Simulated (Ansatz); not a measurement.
Starting cell, BAs (zinc blende):

```
CELL_PARAMETERS angstrom
      0.00000     4.78390     4.78390
      2.39195     2.39195     4.78390
      2.39195     2.39195     0.00000
ATOMIC_POSITIONS crystal
  As 0.00000 0.75000 0.75000
  As 0.50000 0.75000 0.75000
  B  0.00000 0.00000 0.00000
  B  0.50000 0.00000 0.00000
```

The atoms are displaced by Q × the pattern below (from a DFPT mode at X = (0.5, 0.5, 0.0), largest move 1; Q in Å), at fixed cell. It is one choice among 2 degenerate patterns. (q is in reciprocal vectors of the primitive cell; the cell shown is doubled to hold the pattern.)

```csv
atom,x,y,z
As1,-0.104,0.000,0.000
As2,0.104,0.000,0.000
B3,0.000,1.000,0.000
B4,0.000,-1.000,0.000
```

The numbers are results of r2SCAN (plane waves to 500 eV, PAW, scalar-relativistic; Ansatz, a first-principles code), not measurements. k mesh 12×12×12 (Γ-centred), Fermi-Dirac smearing 0.05 eV. The energy includes the smearing's −TS. BAs was relaxed with its symmetry unable to fall. ΔE is measured from the undisplaced structure.

```tsv
Q (Å)	ΔE (meV/cell)
-0.280	1284
-0.187	579
-0.093	146
0.000	0
0.093	146
0.187	579
0.280	1284
```

Q: Which DFPT wavenumber at X = (0.5, 0.5, 0.0) belongs to this mode?
A. 627 cm⁻¹
B. 199 cm⁻¹
C. 323 cm⁻¹
D. 737 cm⁻¹

A: A, 627 cm⁻¹. The curvature of the scan gives 627 cm⁻¹

(For displaced atoms, the force is minus the slope of the energy, and its curvature is a force constant, which sets phonon frequencies.)
